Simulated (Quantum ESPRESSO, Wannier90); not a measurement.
Wannierisation of KBr (rock salt)

```xyz
2
Lattice="0.0000 3.2945 3.2945 3.2945 0.0000 3.2945 3.2945 3.2945 0.0000" Properties=species:S:1:pos:R:3 pbc="T T T"
K      0.0000     0.0000     0.0000
Br     3.2945     3.2945     3.2945
```

Cell from Materials Project (mp-23251), symmetrised, no further relaxation. COD (Crystallography Open Database) has an entry of this formula and space group (matched by these alone). Level: PBE, no spin polarisation, no spin-orbit coupling; pw.x of Quantum ESPRESSO at 60 Ry with PseudoDojo potentials, 6×6×6 k-points, Wannier90. Density: 8×8×8 mesh, cold smearing 0.01 Ry. Spin-orbit coupling, left out, would split the p-like bands by a few tenths of an eV.

Functional, cutoff and mesh named above are those of the base row (60); the first column says what each row takes instead. Model: 4 functions from bands 2,6-8, start SCDM (isolated) (the valence bands). Energies are relative to the valence-band maximum; the misfit is to pw.x on a path, for all bands of the set. Only the plane-wave cutoff changes (density cutoff four times as high). Ω_total can sit in another minimum from row to row; Ω_I of an isolated set cannot.

```tsv
ecutwfc (Ry)	Ω_I (Å²)	Ω_total (Å²)	rms misfit (meV)	gap (eV)	ΔE to highest cutoff (meV/atom)	plane waves a k-point, about (cost)	rough cost of nscf and overlaps (first row = 1)
30	6.24	6.95	0.6	4.492	719.9	1300	1.0
37	6.11	6.83	0.5	4.463	262.5	1800	1.3
45	6.06	6.79	0.4	4.453	72.8	2500	1.7
60	6.04	6.77	0.5	4.449	…	3800	3
74	6.04	6.77	0.4	4.449	0.1	5200	3
93	6.04	6.78	0.4	4.449	0.0	7300	5
```

Q: Some entries are withheld; supply them.

A: 
- 60, ΔE to highest cutoff (meV/atom): 3.3
